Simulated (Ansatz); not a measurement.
## Ga$_{4}$BiAs$_{3}$: pressure against volume

Ga$_{4}$BiAs$_{3}$, P-43m, a = 5.841 Å. The structure is a Materials Project entry; whether it is the stable form wasn't checked. Ansatz: r2SCAN, PAW, 500 eV, Γ-centred 6×6×6 mesh on 8 atoms, Gaussian smearing 0.10 eV; no spin polarisation. Shape and atoms are relaxed at each volume; pressure is positive in compression.

```
V (Å³/atom) P (GPa)
     23.415     4.34
     24.162     1.96
     24.910    -0.04
     25.657        ?
     26.404    -3.18
```

Take V0 = 24.910 Å³/atom, count pressures from its P0 = -0.04 GPa, fit the third-order Birch–Murnaghan form to the other rows, and predict the missing pressure.

With the Eulerian strain f = ½[(V0/V)^(2/3) − 1] and y = (P − P0)/[3f(1 + 2f)^(5/2)], the form is the line y = B0 + 1.5 B0 (B0′ − 4) f. Rows (f, y): 0.02106, 62.5; 0.01027, 61.7; -0.01904, 60.6. Means f = 0.004097, y = 61.600; Σ(Δf)² = 0.0008612, ΣΔfΔy = 0.03902; the slope is their ratio. y = 61.41 + 45.31 f GPa, so B0 = 61.4 GPa and B0′ = 4 + 2 × (45.31)/(3 × 61.41) = 4.49. At V = 25.657, f = -0.00975, y = 60.97 and P = -1.74 GPa. The run gave -1.74 GPa, the same to the digits shown.

Spin–orbit coupling is left out, which can shift energies with elements as heavy as these.

Cost: 5 runs of about 22 core-minutes in all, on Arm Neoverse V2 (shared hosts).